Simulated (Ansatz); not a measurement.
Ni6Ge2P in space group P-62m (No. 189; Ni on 3f, Ni on 3g, Ge on 2c, P on 1b), PBE (plane waves, PAW; program Ansatz), all energies at zero smearing, with the estimated change up to a 700 eV cutoff added, with one set of potentials and settings (totals compare only within such a set). Cell of 9 atoms (6 Ni, 2 Ge, 1 P): -44387.622 eV.

| element | reference phase | E (eV/atom) |
|---|---|---|
| Ni | Fm-3m, 1 atoms in the cell, spin-polarised | -5839.7239 |
| Ge | Fd-3m, 2 atoms in the cell | -4294.9847 |
| P | Cmce, 4 atoms in the cell | -755.6743 |

Formation energy per atom, worked out: (-44387.622 − 6×(-5839.7239) − 2×(-4294.9847) − 1×(-755.6743))/9 = -0.404 eV/atom (-39 kJ per mol of atoms), at 0 K, without zero-point energy or fitted corrections.

The workflow started from a Materials Project entry (that database holds measured and hypothetical structures alike); the Crystallography Open Database copy checked does not list it. Its standing as an ambient phase is unchecked. The cell was relaxed with PBE under the symmetry of its start; whether a distortion lowers the energy is not shown. No spin polarisation was allowed. The references are the lowest solids computed at this level, not always the standard phases.

Potentials: the later of the program's two PAW sets.
